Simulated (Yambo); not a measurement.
Yambo run on CoPS (space group P2_13, No. 198). The wavefunctions come from this Quantum ESPRESSO step (PBEsol, PseudoDojo standard norm-conserving files, scalar-relativistic):

```
&CONTROL
  calculation = 'nscf'
  pseudo_dir = './pseudo'
  outdir = './out'
/
&SYSTEM
  ibrav = 0
  nat = 12
  ntyp = 3
  ecutwfc = 96.0
  ecutrho = 384.0
  occupations = 'fixed'
  force_symmorphic = .true.
  nbnd = 319
/
&ELECTRONS
  conv_thr = 1.2000000000000002e-08
  diago_full_acc = .true.
  diago_thr_init = 1e-08
/
ATOMIC_SPECIES
P 30.9738 P.upf
S 32.0600 S.upf
Co 58.9332 Co.upf
CELL_PARAMETERS angstrom
  5.401640000000   0.000000000000   0.000000000000
  0.000000000000   5.401640000000   0.000000000000
  0.000000000000   0.000000000000   5.401640000000
ATOMIC_POSITIONS crystal
P   0.885710000000   0.114290000000   0.614290000000
P   0.614290000000   0.885710000000   0.114290000000
P   0.385710000000   0.385710000000   0.385710000000
P   0.114290000000   0.614290000000   0.885710000000
S   0.114800000000   0.885200000000   0.385200000000
S   0.385200000000   0.114800000000   0.885200000000
S   0.614800000000   0.614800000000   0.614800000000
S   0.885200000000   0.385200000000   0.114800000000
Co   0.497530000000   0.502470000000   0.002470000000
Co   0.002470000000   0.497530000000   0.502470000000
Co   0.997530000000   0.997530000000   0.997530000000
Co   0.502470000000   0.002470000000   0.497530000000
K_POINTS automatic
2 2 2 0 0 0
```

Yambo input:

```
rim_cut
gw0
dyson
el_el_corr
HF_and_locXC
ppa
em1d
RandQpts= 1000000
RandGvec= 1 Ry
EXXRLvcs= 96 Ry
VXCRLvcs= 384 Ry
Chimod= "HARTREE"
% BndsRnXp
 17 | 318 |
%
NGsBlkXp= 8 Ry
% LongDrXp
 1.0 | 1.0 | 1.0 |
%
PPAPntXp= 27.2114 eV
% GbndRnge
 1 | 318 |
%
GTermKind= "BG"
DysSolver= "n"
ExtendOut
% QPkrange
 1 | 1 | 56 | 57 |
 2 | 2 | 56 | 57 |
 3 | 3 | 56 | 57 |
 4 | 4 | 56 | 57 |
%
```

k points by index: 1 = Γ, 2 = X, 3 = M, 4 = R.

Resulting energies as the program prints them:

```
#    K-point    Band    Eo [eV]    E [eV]    E-Eo [eV]    Vxc [eV]    Vnlxc [eV]    Sc|Eo [eV]    Sc|E [eV]    dSc/dw|Eo [eV]    Re(Z)    Im(Z)
#
    1    56    -0.454694    0.054055    0.508749    -28.09301    -34.43382    7.070206    6.849555    -11.80656    0.697402    -0.001929
    1    57    1.386392    2.049347    0.662955    -26.68286    -24.22909    -1.539147    -1.790818    -10.32926    0.724848    -0.001642
    2    56    -0.222934    0.145008    0.367942    -25.52477    -30.49010    5.478018    5.333275    -10.70904    0.717588    -0.001758
    2    57    1.563303    2.113858    0.550555    -23.80526    -20.64985    -2.409268    -2.604859    -9.666048    0.737884    -0.001569
    3    56    0.000000    0.071324    0.071324    -20.32484    -23.87251    3.643047    3.618998    -9.190110    0.747532    -0.001541
    3    57    1.917558    2.422762    0.505204    -22.91463    -19.03533    -3.197468    -3.374090    -9.511677    0.740986    -0.001543
    4    56    -0.657414    -0.486295    0.171119    -21.68008    -26.04682    4.600351    4.537854    -9.946687    0.732310    -0.001692
    4    57    1.404884    2.084714    0.679831    -25.93637    -22.47257    -2.530748    -2.783973    -10.13469    0.728624    -0.001615
```
(The two width columns are left out.) Convergence of these settings isn't established.

Geometry of the Materials Project entry, not relaxed at this level.

The structure is a Materials Project entry; no match was found in the copy of COD used, and its stability was not checked.

The runs are not spin-polarised; magnetic order was not tried.
